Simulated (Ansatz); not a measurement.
HgTe (zinc blende)

```xyz
2
Lattice="0.0000 3.3253 3.3253 3.3253 0.0000 3.3253 3.3253 3.3253 0.0000" Properties=species:S:1:pos:R:3 pbc="T T T"
Te     4.9880     4.9880     4.9880
Hg     0.0000     0.0000     0.0000
```

This relaxed cell (volume V₀) is scaled evenly in all directions, its shape held. Symmetry pins the atoms to their sites.

All values below come from PBE (plane waves to 420 eV, PAW, scalar-relativistic; Ansatz, a first-principles code). k mesh 12×12×12 (Γ-centred), Fermi-Dirac smearing 0.05 eV. E stands for the smeared free energy. Stress and pressure are positive under compression. At this level the bands of HgTe touch or barely overlap. HgTe was relaxed with its symmetry unable to fall. Spin-orbit coupling is left out, though Hg and Te are heavy. The PAW data are Ansatz's earlier set. The relaxed volume of HgTe is well above the measured one; the method has no dispersion term. ΔE is measured from the relaxed starting cell.

Question: Estimate the ΔE (kJ/mol of atoms) and P (GPa) for V/V₀ = 0.900, 0.920, 0.940, 0.960, 1.020, 1.080.

Answer: 
```csv
V/V₀,ΔE (kJ/mol of atoms),P (GPa)
0.900,4.7,4.7
0.920,2.9,3.5
0.940,1.5,2.5
0.960,0.7,1.6
1.020,0.1,-0.6
1.080,2.1,-2.2
```

(Under strain, the slope of the energy per volume gives the stress and its curvature an elastic modulus.)
